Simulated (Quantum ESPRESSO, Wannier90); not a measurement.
**NbPd₃ (I4/mmm), plane waves to Wannier functions**

```xyz
4
Lattice="3.9165 0.0000 0.0000 0.0000 3.9165 0.0000 -1.9583 -1.9583 4.0180" Properties=species:S:1:pos:R:3 pbc="T T T"
Nb     0.0000     0.0000     0.0000
Pd     1.9583     1.9583     0.0000
Pd     0.0000    -1.9583     2.0090
Pd    -1.9583     0.0000     2.0090
```

Cell from Materials Project (mp-1135), symmetrised, no further relaxation. COD (Crystallography Open Database) has the formula in 2 space groups, this one among them (matched by group alone). Computed values, not measurements, from PBEsol: Quantum ESPRESSO (norm-conserving PseudoDojo potentials, cutoff 66 Ry, no spin polarisation, no spin-orbit coupling) on a Γ-centred 4×4×4 mesh, then Wannier90. Density: 12×12×12 mesh, cold smearing 0.01 Ry.

A tight-binding model is made by disentanglement and projection with no localisation steps (num_iter = 0), so the 36 orbitals stay atom-like: hydrogen-like Nb: s;p;d; Pd: s;p;d, axes along x, y, z; frozen window up to 1.50 eV relative to the Fermi level. It follows pw.x to 65 meV rms for states up to 1.0 eV relative to the Fermi level. Matrix elements depend on this choice of orbitals and windows. Bands 4 (Nb 4s 98 %), 14–16 (Nb 4p 99 %) lie between the kept ones and are excluded.

Q: What are the on-site energies relative to the Fermi level, and how fast do the hoppings decay?

A: 
```tsv
atom	orbitals	energy (eV)
Nb1	s	-10.72
Nb1	pz	-6.94
Nb1	px py	-2.60
Nb1	dz2	0.01
Nb1	dxz dyz	-0.75
Nb1	dx2-y2	0.16
Nb1	dxy	-0.53
Pd2	s	-79.70
Pd2	pz	-48.97
Pd2	px py	-48.64
Pd2	dz2	-2.78
Pd2	dxz dyz	-2.89
Pd2	dx2-y2	-3.00
Pd2	dxy	-3.02
Pd3	s	-79.71
Pd3	pz	-48.64
Pd3	px py	-48.37
Pd3	dz2 dxy	-2.94
Pd3	dxz dyz	-2.97
Pd3	dx2-y2	-2.84
Pd4	s	-79.71
Pd4	pz	-48.64
Pd4	px py	-48.37
Pd4	dz2 dxy	-2.94
Pd4	dxz dyz	-2.97
Pd4	dx2-y2	-2.84
```

```json
[
 {"distance of the centres (Å)": "2–3", "largest modulus (eV)": "5.8"},
 {"distance of the centres (Å)": "3–4", "largest modulus (eV)": "3.8"},
 {"distance of the centres (Å)": "4–5", "largest modulus (eV)": "2.2"},
 {"distance of the centres (Å)": "5–6", "largest modulus (eV)": "0.69"},
 {"distance of the centres (Å)": "6–7", "largest modulus (eV)": "0.28"}
]
```
